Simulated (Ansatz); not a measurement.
AgW (rock salt, Fm-3m) at seven volumes, plane-wave PAW r²SCAN (Ansatz code), scaled uniformly. One row is withheld.

```
V (Å³/atom)  P (GPa)
-----------  -------
16.944         19.67
17.503         11.94
18.061             ?
18.620          0.00
19.178         -4.57
19.737         -8.40
20.295        -11.60
```

Question: Fit the shown pressures and predict the withheld one.

Answer: Third-order Birch–Murnaghan: P = (3/2)B₀(x^(7/2) − x^(5/2))[1 + (3/4)(B′ − 4)(x − 1)] with x = (V₀/V)^(2/3). Least squares on the six rows gives V₀ = 18.620 Å³/atom, B₀ = 165.9 GPa, B′ = 4.84. At V = 18.061, x = 1.0205 and P = 5.44 GPa. The run itself gave 5.45 GPa.

The start of the workflow was typed in or built on a structure type; neither database checked (COD, Materials Project) lists it. Whether it is the stable phase at ambient conditions was not checked. Symmetry was held in the r²SCAN relaxation. At this level the phase is mechanically unstable. No spin polarisation was allowed. Its formation energy is positive at this level, so the cell may be metastable or incomplete. Scalar-relativistic: spin–orbit coupling is off unless named, which matters more the heavier the elements.

Potentials: the later of the program's two PAW sets.
